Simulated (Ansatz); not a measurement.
# Phonon dispersion of CsSmF₄

The calculation used DFT PBE, scalar-relativistic, plane waves, PAW, and for the lanthanide a 4f-in-core norm-conserving potential, in Ansatz 0.2.0. Cutoff 690 eV, 6×6×4 k-points (Γ-centred), fixed occupations. No spin polarisation. Phonons by linear response, acoustic sum rule imposed.

Relaxed structure:
```yaml
crystal:
  lattice:
    - [3.99682, 0.00000, 0.00000]
    - [0.00000, 3.99682, 0.00000]
    - [0.00000, 0.00000, 7.05654]
  atoms:
    - { symbol: Cs, position: [0.50000, 0.50000, 0.50000] }
    - { symbol: Sm, position: [0.00000, 0.00000, 0.00000] }
    - { symbol: F, position: [0.50000, 0.00000, 0.81714] }
    - { symbol: F, position: [0.00000, 0.50000, 0.18286] }
    - { symbol: F, position: [0.50000, 0.00000, 0.18286] }
    - { symbol: F, position: [0.00000, 0.50000, 0.81714] }
```

It was reached by relaxing an invented guess, and it needn't be the stable form of this composition. Spin–orbit coupling is left out, which matters for heavy elements. The q mesh is coarse, so values between its points are rough.

Force constants from linear response on a 2×2×1 q mesh.

Q: Is the structure dynamically stable on the q mesh?

A: Yes, on this mesh: no mode is imaginary.

Q: Give the frequencies (cm⁻¹) at the zone-boundary points of high symmetry (interpolated where a point lies off the q mesh).

A:
```csv
point,q,frequencies
X,0.000 0.500 0.000,46 67 69 77 84 150 184 185 189 207 218 219 240 265 266 321 324 371
M,0.500 0.500 0.000,66 67 68 75 75 96 122 168 168 197 197 197 257 280 302 303 303 408
Z,0.000 0.000 0.500,37 37 45 45 83 105 146 146 148 151 151 267 267 293 293 310 370 385
R,0.000 0.500 0.500,39 45 66 67 102 155 186 188 190 217 218 223 262 266 268 300 314 367
A,0.500 0.500 0.500,66 68 69 77 77 98 122 167 167 197 207 207 259 289 298 298 300 400
```

The lanthanide is trivalent by construction, without f bands, f moments or other valences.
